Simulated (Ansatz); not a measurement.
AlO$_{2}$ in space group Pnma (No. 62; Al on 4c, O on 4c, O on 4c), DFT-PBE in the program Ansatz with PAW potentials, all energies at zero smearing, with the estimated change up to a 700 eV cutoff added, with one set of potentials and settings (totals compare only within such a set). Cell of 12 atoms (4 Al, 8 O): -6695.327 eV.

| element | reference phase | E (eV/atom) |
|---|---|---|
| Al | Fm-3m, 1 atoms in the cell | -537.5049 |
| O | C2/m, 4 atoms in the cell, spin-polarised | -565.0000 |

Formation energy per atom, worked out: (-6695.327 − 4×(-537.5049) − 8×(-565.0000))/12 = -2.109 eV/atom (-203 kJ per mol of atoms), at 0 K, without zero-point energy or fitted corrections.

The workflow started from a Materials Project entry (that database holds measured and hypothetical structures alike); the Crystallography Open Database copy checked does not list it. Its standing as an ambient phase is unchecked. The PBE relaxation kept the symmetry of its start; its stability against distortions is not shown here. Magnetic state: ferromagnetic, chosen from 4 collinear starts compared on coarse meshes (ties went to the first, and starts can fall back to one state), not a proven ground state. No Hubbard U is applied. The references are the lowest solids computed at this level, not always the standard phases (solids in place of the gases).

Potentials: the later of the program's two PAW sets.
